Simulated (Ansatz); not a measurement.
The calculation used DFT PBE, scalar-relativistic, plane waves, PAW (Ansatz 0.2.0). Settings: cutoff 420 eV, Γ-centred meshes spaced at most about 0.3 Å⁻¹, and about 0.25 Å⁻¹ or finer for metals (2π included), Gaussian smearing. No spin polarisation in the final relaxations.

Temperature and zero-point effects are left out.

Two forms of ZnCd₃SO were relaxed alike.

A.

```cif
data_structure
_symmetry_space_group_name_H-M 'P4/mmm'
_symmetry_Int_Tables_number 123
_cell_length_a 3.5998
_cell_length_b 3.5998
_cell_length_c 10.2824
_cell_angle_alpha 90.000
_cell_angle_beta 90.000
_cell_angle_gamma 90.000
_cell_volume 133.24
loop_
_atom_site_label
_atom_site_type_symbol
_atom_site_symmetry_multiplicity
_atom_site_Wyckoff_symbol
_atom_site_fract_x
_atom_site_fract_y
_atom_site_fract_z
_atom_site_occupancy
Zn1 Zn 1 c 0.50000 0.50000 0.00000 1
Cd1 Cd 2 h 0.50000 0.50000 0.25946 1
Cd2 Cd 1 a 0.00000 0.00000 0.00000 1
S1 S 1 d 0.50000 0.50000 0.50000 1
O1 O 1 b 0.00000 0.00000 0.50000 1
```

B.

```cif
data_structure
_symmetry_space_group_name_H-M 'P6mm'
_symmetry_Int_Tables_number 183
_cell_length_a 5.0993
_cell_length_b 5.0993
_cell_length_c 8.9336
_cell_angle_alpha 90.000
_cell_angle_beta 90.000
_cell_angle_gamma 120.000
_cell_volume 201.18
loop_
_atom_site_label
_atom_site_type_symbol
_atom_site_symmetry_multiplicity
_atom_site_Wyckoff_symbol
_atom_site_fract_x
_atom_site_fract_y
_atom_site_fract_z
_atom_site_occupancy
Zn1 Zn 1 a 0.00000 0.00000 0.85529 1
Cd1 Cd 1 a 0.00000 0.00000 0.15079 1
Cd2 Cd 2 b 0.33333 0.66667 0.19466 1
S1 S 1 a 0.00000 0.00000 0.59628 1
O1 O 1 a 0.00000 0.00000 0.41776 1
```

Task: Which is lower in energy, and by how much?

Result: B is lower, by 213 meV/atom. A has space group P4/mmm (No. 123), 22.2 Å³/atom and no gap on its mesh; B has space group P6mm (No. 183), 33.5 Å³/atom and no gap. Counting O or S atoms around Cd and Zn (for each partner element, those within 1.25 times its shortest distance or 1.15 times the sum of covalent radii, where it is the nearest in units of that sum or under 1.3; a plus sign parts groups by distance over the sum of covalent radii; the shortest distance is added where it exceeds 1.18 times the sum of covalent radii; a slash parts the counts of unlike sites), A has Zn 2+8 from 5.1 Å, Cd 1/8 from 5.7 Å and B has Zn 1, Cd 1/3 from 3.6 Å. The lower one is the more open, so pressure narrows the difference. Even the lower one lies +0.24 eV/atom against the reference forms of the elements (uncorrected), so neither is stable at this level. In A, Zn is surrounded by 6 Cd at 2.55–2.67 Å; Cd on a site of symmetry 4mm has 1 S at 2.47 Å and 1 Zn at 2.67 Å; S is surrounded by 2 Cd at 2.47 Å and 4 O at 2.55 Å; around O lie 4 S at 2.55 Å (long against covalent radii, as for large ions); 1 more site not described. In B, Zn is surrounded by 1 S at 2.31 Å and 1 Cd at 2.64 Å; around Cd on a site of symmetry 6mm lie 1 O at 2.38 Å, 1 Zn at 2.64 Å and 6 Cd at 2.97 Å; S has 1 O at 1.59 Å and 1 Zn at 2.31 Å; O has 1 S at 1.59 Å and 1 Cd at 2.38 Å; 1 more site not described. Both come from invented guesses. A third cell relaxed alike, in P4/mmm, lies 183 meV/atom below the lower of the two.

A magnetic state wasn't ruled out in cells without spin, among them P4/mmm. Cells relaxed within their symmetry can be saddle points.
